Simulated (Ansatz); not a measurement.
ZrOs (CsCl type, Pm-3m) at seven volumes, plane-wave PAW LDA (Ansatz code), scaled uniformly. One row is withheld.

| V (Å³/atom) | P (GPa) |
|---|---|
| 15.277 | 26.87 |
| 15.781 | 16.48 |
| 16.285 | 7.62 |
| 16.788 | 0.00 |
| 17.292 | -6.53 |
| 17.796 | ? |
| 18.299 | -16.91 |

Task: Fit the shown pressures and predict the withheld one.

Result: P = (3/2)B₀(x^(7/2) − x^(5/2))[1 + (3/4)(B′ − 4)(x − 1)] with x = (V₀/V)^(2/3). Least squares on the six rows gives V₀ = 16.788 Å³/atom, B₀ = 234 GPa, B′ = 4.12. At V = 17.796, x = 0.9619 and P = -12.10 GPa. The run itself gave -12.12 GPa.

The workflow started from a Materials Project entry (that database holds measured and hypothetical structures alike); the Crystallography Open Database files this formula in space group No. 221, but the cells were not matched. Its standing as an ambient phase is unchecked. Symmetry was held in the LDA relaxation; of distortions, only those at the zone centre were tested. The run is not spin-polarised. Scalar-relativistic: spin–orbit coupling is off unless named, which matters more the heavier the elements.

Potentials: the later of the program's two PAW sets.
